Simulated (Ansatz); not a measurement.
YTaN$_{3}$:
```cif
data_N6Ta2Y2
_chemical_formula_sum 'Y2 Ta2 N6'
_space_group_name_H-M_alt 'P 1'
_space_group_IT_number 1
_cell_length_a 5.73829
_cell_length_b 5.73829
_cell_length_c 5.73829
_cell_angle_alpha 58.795
_cell_angle_beta 58.795
_cell_angle_gamma 58.795
loop_
_space_group_symop_operation_xyz
  'x, y, z'
loop_
_atom_site_label
_atom_site_type_symbol
_atom_site_fract_x
_atom_site_fract_y
_atom_site_fract_z
_atom_site_occupancy
Y1 Y 0.52139 0.52139 0.52139 1
Y2 Y 0.02139 0.02139 0.02139 1
Ta1 Ta 0.79255 0.79255 0.79255 1
Ta2 Ta 0.29255 0.29255 0.29255 1
N1 N 0.96082 0.14129 0.56564 1
N2 N 0.56564 0.96082 0.14129 1
N3 N 0.14129 0.56564 0.96082 1
N4 N 0.06564 0.64129 0.46082 1
N5 N 0.64129 0.46082 0.06564 1
N6 N 0.46082 0.06564 0.64129 1
```

Relaxed with PBE.

Question: Which orbitals make up the states near the Fermi level in PBE (plane waves, PAW; program Ansatz)?

Answer: Within 0.5 eV of the Fermi level: N 2p 87 %. Projections are on Löwdin-orthogonalised atomic valence shells; empty p or d shells of many metals are not among them.

Question: Tabulate the density of states.

Answer: States/eV per cell of 10 atoms, in 0.25 eV bins, energy from the Fermi level.

```csv
E (eV),total,N 2p,Ta 5d,Y 4d
-7.85,0.00,0.00,0.00,0.00
-7.60,0.00,0.00,0.00,0.00
-7.35,0.00,0.00,0.00,0.00
-7.10,0.00,0.00,0.00,0.00
-6.85,0.00,0.00,0.00,0.00
-6.60,0.00,0.00,0.00,0.00
-6.35,0.00,0.00,0.00,0.00
-6.10,0.00,0.00,0.00,0.00
-5.85,0.00,0.00,0.00,0.00
-5.60,0.00,0.00,0.00,0.00
-5.35,0.00,0.00,0.00,0.00
-5.10,0.00,0.00,0.00,0.00
-4.85,1.65,1.02,0.28,0.11
-4.60,8.99,5.36,2.06,0.60
-4.35,5.97,3.55,1.50,0.40
-4.10,6.74,4.00,1.98,0.35
-3.85,7.97,4.80,2.29,0.45
-3.60,6.56,4.07,1.70,0.44
-3.35,6.56,4.19,1.48,0.52
-3.10,7.75,5.03,1.61,0.70
-2.85,8.62,5.63,1.70,0.90
-2.60,8.83,6.03,1.47,0.95
-2.35,7.27,5.06,1.06,0.84
-2.10,3.64,2.57,0.49,0.38
-1.85,5.48,3.99,0.59,0.59
-1.60,4.57,3.44,0.40,0.44
-1.35,4.99,3.86,0.37,0.43
-1.10,6.95,5.62,0.40,0.53
-0.85,6.65,5.45,0.41,0.48
-0.60,10.69,8.92,0.66,0.67
-0.35,8.07,6.83,0.50,0.42
-0.10,9.13,8.03,0.31,0.44
0.15,6.87,6.19,0.21,0.25
0.40,0.03,0.03,0.00,0.00
0.65,0.00,0.00,0.00,0.00
0.90,0.00,0.00,0.00,0.00
1.15,0.00,0.00,0.00,0.00
1.40,0.00,0.00,0.00,0.00
1.65,0.00,0.00,0.00,0.00
1.90,0.00,0.00,0.00,0.00
2.15,0.00,0.00,0.00,0.00
2.40,0.78,0.15,0.52,0.09
2.65,3.40,0.54,2.30,0.45
2.90,3.94,0.65,2.41,0.72
3.15,5.25,0.97,2.90,1.14
3.40,3.96,0.80,2.18,0.79
3.65,3.25,0.62,1.73,0.74
3.90,3.42,0.61,1.81,0.84
4.15,4.37,0.85,2.32,0.92
4.40,7.45,1.41,3.88,1.64
4.65,10.90,2.00,4.83,3.30
```

Space group R3c. The start of the workflow was typed in or built on a structure type; neither database checked (COD, Materials Project) lists it. Whether it is the stable phase at ambient conditions was not checked. The PBE relaxation kept the symmetry of its start; whether a distortion lowers the energy is not shown. No spin polarisation was allowed. Scalar-relativistic: spin–orbit coupling is off unless named, which matters more the heavier the elements.

Potentials: the earlier of the program's two PAW sets.
